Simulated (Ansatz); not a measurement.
Nb:
```yaml
crystal:
  lattice:
    - [-1.64827, 1.64827, 1.64827]
    - [1.64827, -1.64827, 1.64827]
    - [1.64827, 1.64827, -1.64827]
  atoms:
    - { symbol: Nb, position: [0.00000, 0.00000, 0.00000] }
```

Relaxed with r²SCAN+D4. Special points in fractions of this cell's reciprocal vectors: Γ (0.000, 0.000, 0.000); H (0.500, -0.500, 0.500); N (0.000, 0.000, 0.500); P (0.250, 0.250, 0.250).

Task: List the band energies nearest the Fermi level at these points for plane-wave PAW r²SCAN+D4 (Ansatz code).

Result: In eV from the Fermi level; about four levels below and three above (degenerate sets whole), none deeper than 8.9 eV; … stands for higher levels left out; points with the same levels are listed once.

| k | below | above |
|---|---|---|
| Γ | -6.26 | 0.45 0.45 0.45 |
| H | -3.91 -3.91 | … |
| N | -3.91 -1.72 | 2.30 3.61 … |
| P | -1.18 -1.18 -1.18 | … |

Space group Im-3m (bcc (W type)). The r²SCAN+D4 relaxation kept the symmetry of its start. The run is not spin-polarised. The pairwise dispersion correction was not fitted to metals. Spin–orbit coupling is left out wherever it is not named.

Potentials: the later of the program's two PAW sets.
